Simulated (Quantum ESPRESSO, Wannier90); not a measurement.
# Ag (fcc (Cu type)): Wannier90 run

```
begin unit_cell_cart
ang
    0.0000000000    2.0521800000    2.0521800000
    2.0521800000    0.0000000000    2.0521800000
    2.0521800000    2.0521800000    0.0000000000
end unit_cell_cart
begin atoms_frac
Ag   0.0000000000  0.0000000000  0.0000000000
end atoms_frac
```

Structure: Materials Project mp-124, symmetrised, not relaxed again. This is the element's usual structure. Method: LDA plane waves in Quantum ESPRESSO 7.5 (PseudoDojo norm-conserving files, 69 Ry, no spin polarisation, no spin-orbit coupling), Bloch states on a 10×10×10 mesh through Γ, Wannier90 4.0.1. Density: 18×18×18 mesh, cold smearing 0.01 Ry.

Functional, cutoff and mesh named above are those of the base row (1); the first column says what each row takes instead. Model: 9 functions from bands 5-21, start hydrogen-like Ag: s;p;d, disentangled but not localised (num_iter = 0), frozen window tied to the conduction edge or Fermi level of each row, as listed, which moves Ω_I and hoppings a little by itself. Energies are relative to the Fermi level; the misfit is to pw.x on a path, for states up to 1.0 eV relative to the Fermi level. The lattice is scaled uniformly, fractional positions fixed. The disentangled Ω_I can sit in another minimum from row to row.

| scale | frozen to (eV) | Ω_I (Å²) | rms misfit (meV) | bottom of band 5 (eV) | on-site Ag1 pz minus Ag1 s (eV) | hopping modulus Ag1 py – Ag1 px, R = 1 -1 0 (eV) | hopping modulus Ag1 px – Ag1 s, R = 1 -1 0 (eV) | hopping modulus Ag1 s – Ag1 s, R = 1 -1 0 (eV) | hopping modulus Ag1 dxy – Ag1 dxy, R = 1 -1 0 (eV) |
|---|---|---|---|---|---|---|---|---|---|
| 0.96 | 1.50 | 6.59 | 4.7 | -8.70 | 7.10 | 1.972 | 1.356 | 0.826 | 0.430 |
| 0.98 | 1.50 | 6.67 | 4.4 | -8.18 | 7.07 | 1.873 | 1.284 | 0.786 | 0.386 |
| 1 | 1.50 | 6.76 | 7.9 | -7.70 | 7.03 | 1.779 | 1.216 | 0.747 | 0.347 |
| 1.02 | 1.50 | 6.85 | 5.3 | -7.28 | 6.97 | 1.690 | 1.151 | 0.710 | 0.313 |
| 1.04 | 1.50 | 6.96 | 3.0 | -6.90 | 6.88 | 1.605 | 1.088 | 0.674 | 0.282 |
